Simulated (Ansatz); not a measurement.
Polymorphs of YF$_{3}$, each relaxed with the program Ansatz at the PBEsol level (PAW):

A: P-3c1, a = b = 6.7330 Å, c = 6.9260 Å, α = β = 90.00°, γ = 120.00°

B: Pnma
a = 6.331 Å, b = 6.839 Å, c = 4.369 Å, α = 90.00°, β = 90.00°, γ = 90.00°

| atom | site | symmetry | x | y | z |
|---|---|---|---|---|---|
| Y | 4c | .m. | 0.3691 | 0.2500 | 0.0613 |
| F | 8d | 1 | 0.1651 | 0.0631 | 0.3780 |
| F | 4c | .m. | 0.0231 | 0.2500 | 0.9105 |

### Question
Put the candidates in order of energy per atom at 0 K, lowest first, for PBEsol.

### Answer
B (+0 meV/atom), A (+30 meV/atom)

### Question
Give each one's gap.

### Answer
A 7.68 eV; B 7.89 eV.

Standing as an ambient phase not checked: A; B. All cells were relaxed under the symmetry of their starts (and spin orders); stability against distortions was not tested throughout. Rows with no word on spin ran without spin polarisation. Scalar-relativistic: spin–orbit coupling is off unless named, which matters more the heavier the elements.

Energies hold the estimated change up to a 700 eV cutoff; steps of a few meV lie near the error of the meshes.

Potentials: the later of the program's two PAW sets.
